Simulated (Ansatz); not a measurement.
BePd:
Space group Pm-3m (No. 221); a = b = c = 2.7974 Å, α = β = γ = 90.00°

| atom | site | symmetry | x | y | z |
|---|---|---|---|---|---|
| Be | 1a | m-3m | 0.0000 | 0.0000 | 0.0000 |
| Pd | 1b | m-3m | 0.5000 | 0.5000 | 0.5000 |

This is the PBEsol-relaxed structure.

Task: All from plane-wave PAW PBEsol (Ansatz code), unless another level is named. Predict the density of states at the Fermi level.

Result: 0.50 states/eV per atom (mean over ±0.08 eV).

Task: Give the formation energy from the elements (no fitted shifts).

Result: -0.62 eV/atom.

Task: Give the gap with spin–orbit coupling.

Result: none (metallic).

The workflow started from an entry of the Crystallography Open Database (COD). Whether it is the stable phase at ambient conditions was not checked. The PBEsol relaxation kept the symmetry of its start; of distortions, only those at the zone centre were tested. The run is not spin-polarised. The references are the lowest solids computed at this level, not always the standard phases. Spin–orbit coupling is left out wherever it is not named.

Potentials: the later of the program's two PAW sets.
